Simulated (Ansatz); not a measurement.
# CaO with Mg replacing Ca: gradients before and after relaxing the atoms

Start: a supercell of CaO (rock salt type, Fm-3m) built from a Materials Project structure (computed, not necessarily an observed phase), with all atoms left at the host's positions.

Space group Fm-3m (No. 225); a = 14.4213 Å.

| site | Wyckoff | site symmetry | x | y | z |
| --- | --- | --- | --- | --- | --- |
| Mg | 4a | m-3m | 0.0000 | 0.0000 | 0.0000 |
| Ca2 | 48h | m.m2 | 0.1667 | 0.1667 | 0.0000 |
| Ca5 | 32f | .3m | 0.3333 | 0.1667 | 0.1667 |
| Ca15 | 24e | 4m.m | 0.5000 | 0.5000 | 0.3333 |
| O28 | 32f | .3m | 0.1667 | 0.1667 | 0.1667 |
| O30 | 24e | 4m.m | 0.5000 | 0.5000 | 0.1667 |
| O32 | 48i | m.m2 | 0.5000 | 0.3333 | 0.3333 |
| O41 | 4b | m-3m | 0.5000 | 0.5000 | 0.5000 |

One atom of each set is listed; the run and its k-mesh use a cell of 54 atoms with edges of 10.20, 10.20, 10.20 Å.

Level of theory: DFT, PBE, plane waves and PAW, scalar-relativistic, 420 eV cutoff, Γ-centred 2×2×2 k-points, Fermi–Dirac smearing 0.01 eV (Ansatz 0.2.0).

The largest force at the start is 0.60 eV/Å. Relaxing the ions at fixed cell moves them by 0.093 Å at most (atom 34, O) and 0.034 Å rms.

```json
{"site": "Mg", "moved (Å)": "0.000", "first shell before": "6 O at 2.40 Å", "first shell after": "6 O at 2.31 Å", "V_zz before (10²¹ V/m²)": "0.00", "η before": "–"}
{"site": "Ca2", "moved (Å)": "0.027", "first shell before": "6 O at 2.40 Å", "first shell after": "6 O at 2.39–2.43 Å", "V_zz before (10²¹ V/m²)": "0.10", "η before": "0.94"}
{"site": "Ca15", "moved (Å)": "0.003", "first shell before": "6 O at 2.40 Å", "first shell after": "6 O at 2.40–2.49 Å", "V_zz before (10²¹ V/m²)": "0.25", "η before": "0.00"}
{"site": "O28", "moved (Å)": "0.002", "first shell before": "6 Ca at 2.40 Å", "first shell after": "6 Ca at 2.40 Å", "V_zz before (10²¹ V/m²)": "-0.060", "η before": "0.00"}
{"site": "O30", "moved (Å)": "0.093", "first shell before": "5 Ca at 2.40 Å, 1 Mg at 2.40 Å", "first shell after": "1 Mg at 2.31 Å, 5 Ca at 2.39–2.49 Å", "V_zz before (10²¹ V/m²)": "2.45", "η before": "0.00"}
{"site": "O32", "moved (Å)": "0.006", "first shell before": "6 Ca at 2.40 Å", "first shell after": "6 Ca at 2.40–2.43 Å", "V_zz before (10²¹ V/m²)": "-0.015", "η before": "0.52"}
```

Question: What are V_zz and η after the relaxation?

Answer: 

```
site  V_zz after  η after  change of V_zz
  Mg        0.00        –            0.00
 Ca2        0.56     0.83           +0.46
Ca15        1.17     0.00           +0.92
 O28      -0.089     0.00           -0.03
 O30        2.24     0.00           -0.21
 O32        0.27     0.27               –
```

The largest change of V_zz along a kept axis is on Ca15, from 0.25 to 1.17. In per cent, |V_zz| changes by -9 on O (all sites that start above 0.5). On O32 the largest principal value lies along another axis in the second run, so the two V_zz can't be compared directly. Other sites with |V_zz| of 0.02 or less aren't listed.

The defect repeats with the cell of 54 atoms, so it feels its images: sites between two images don't show the values beside a lone defect, and zeros or small values of η there can come from the images' arrangement.
Before: The neighbours have not yet relaxed around the defect (largest force 0.60 eV/Å), so a real crystal will differ.
After: The relaxation keeps the site symmetry m-3m of the start, so the impurity can't leave its site; a start off the site could end lower.
